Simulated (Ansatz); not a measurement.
Ru (hcp, Mg type)

```yaml
crystal:
  lattice:
    - [2.72216, 0.00000, 0.00000]
    - [-1.36108, 2.35746, 0.00000]
    - [0.00000, 0.00000, 4.29083]
  atoms:
    - { symbol: Ru, position: [0.33333, 0.66667, 0.75000] }
    - { symbol: Ru, position: [0.66667, 0.33333, 0.25000] }
```

The slice is a (1 -1 0 0) plane (indices of the conventional cell) through the point (0.667, 0.333, 0.250) (fractional), spanned by u = [110] and v = [001] in vectors of this cell: u (2.72 Å) and v (4.29 Å, at 90° to u). It covers one period; positions are fractions (u, v).

Level of theory: PBE (plane waves to 420 eV, PAW, scalar-relativistic; Ansatz, an electronic-structure program). k mesh 20×20×11. Inside the PAW spheres the values are not all-electron values, and peaks at nuclei hang on which shells count as valence. Ru is run without spin polarisation. Ru was relaxed with its symmetry unable to fall.

Problem. What is the valence density on the shortest Ru–Ru line in this plane (2.72 Å), at its midpoint?

Solution. 0.38 e/Å³.

Problem. What is the ELF at the midpoint of the shortest Ru–Ru line in this plane (2.72 Å)?

Solution. 0.31.

Problem. Predict the map of the electrostatic potential energy of an electron, from the cell's mean on the slice.

Solution. 
```
|xxxxxxxx15651xxxxxxx|
|xxxxxxxx26762xxxxxxx|
|xxxxxxx0477740xxxxxx|
|xxxxxxx1588851xxxxxx|
|xxxxxx047898740xxxxx|
|xxxxx03689998630xxxx|
|xxx013678999876310xx|
|11235677888887765321|
|55667777666667777665|
|88887765433345677888|
|99987642000002467899|
|99986420xxxxx0246899|
|9987520xxxxxxx025789|
|998641xxxxxxxxx14689|
|998630xxxxxxxxx03689|
|998630xxxxxxxxx03689|
|998630xxxxxxxxx03689|
|998641xxxxxxxxx14689|
|9987520xxxxxxx025789|
|99986420xxxxx0246899|
|99987642000002467899|
|88887765433345677888|
|55667777666667777665|
|11235677888887765321|
|xxx013678999876310xx|
|xxxxx03689998630xxxx|
|xxxxxx047898740xxxxx|
|xxxxxxx1588851xxxxxx|
|xxxxxxx0477740xxxxxx|
|xxxxxxxx26762xxxxxxx|
|xxxxxxxx15651xxxxxxx|
|xxxxxxxx15651xxxxxxx|
```
Scale: ten equal steps from 7.00 (start of '0') to 15.32 (end of '9'), in the order '0123456789'. Values: electrostatic potential energy of an electron, from the cell's mean, in eV. The map has 20 points along u (one character each, u = 0 at the left) and 32 along v (v = 0 in the bottom row). Points within 1 Å of a nucleus are blanked (x), as the pseudised field means little there. Values under 7 eV are set to 7. The zero, the cell's mean, hangs on the PAW cores.
